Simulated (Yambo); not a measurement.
```xyz
2
Lattice="0.0000 2.8818 2.8818 2.8818 0.0000 2.8818 2.8818 2.8818 0.0000" Properties=species:S:1:pos:R:3 pbc="T T T"
P      4.3226     4.3226     4.3226
In     5.7635     5.7635     5.7635
```

InP (zinc blende, space group F-43m, No. 216) under isotropic strain of -2 % on all lattice vectors: mean Im ε in 1 eV windows above the direct gap of 1.75 eV, for different electron-hole kernels (Yambo, broadening 0.15 eV, PBE (stringent potentials; Quantum ESPRESSO, PseudoDojo norm-conserving, 82 Ry, no spin-orbit coupling) bands; 8×8×8 mesh, 3 valence and 4 conduction bands, static screening with 30 bands and a 4 Ry block, scissor 0.77 eV, Tamm-Dancoff; field along x).

```
window (eV)  independent quasiparticles  BSE
-----------  --------------------------  ---
1.8 to 2.8                          2.4  4.4
2.8 to 3.8                          8.3   12
3.8 to 4.8                           11   16
4.8 to 5.8                           17   11
5.8 to 6.8                           12  7.9
6.8 to 7.8                          5.9  4.1
```

This run doesn't resolve bound excitons or single peaks, so only averages are given, and they too depend on the mesh; weight that the attraction moves below the gap isn't listed. All transitions below 8.99 eV are in the band window. The scissor comes from a G0W0 run whose convergence isn't established.

Spin-orbit splittings are left out.

Geometry strained from the cell relaxed with PBEsol, atoms relaxed again.
